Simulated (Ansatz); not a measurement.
RbBr (rock salt, Fm-3m), a = 7.018 Å, b = 7.018 Å, c = 7.018 Å, α = 90.00°, β = 90.00°, γ = 90.00°; the cell used has 2 atoms.

Relaxed with PBE.

Question: Tabulate the valence density and the electron localisation function along the shortest Rb–Br contact (3.51 Å), plane-wave PAW PBE (Ansatz code).

Answer: 

| distance from Rb (Å) | density (e/Å³) | ELF |
|---|---|---|
| 0.35 | 1.94 | 0.41 |
| 0.53 | 2.11 | 0.76 |
| 0.70 | 1.64 | 0.86 |
| 0.88 | 0.98 | 0.87 |
| 1.05 | 0.48 | 0.80 |
| 1.23 | 0.22 | 0.52 |
| 1.40 | 0.11 | 0.14 |
| 1.58 | 0.07 | 0.04 |
| 1.75 | 0.07 | 0.07 |
| 1.93 | 0.10 | 0.30 |
| 2.11 | 0.17 | 0.65 |
| 2.28 | 0.29 | 0.80 |
| 2.46 | 0.52 | 0.86 |
| 2.63 | 0.85 | 0.89 |
| 2.81 | 1.14 | 0.82 |
| 2.98 | 1.10 | 0.48 |
| 3.16 | 0.66 | 0.04 |

The density is the valence pseudo-density with augmentation charge, so density and ELF within about 1 Å of a nucleus are not all-electron values.

Symmetry was held in the PBE relaxation; phonons on a q-mesh show no instability.

Potentials: the later of the program's two PAW sets.
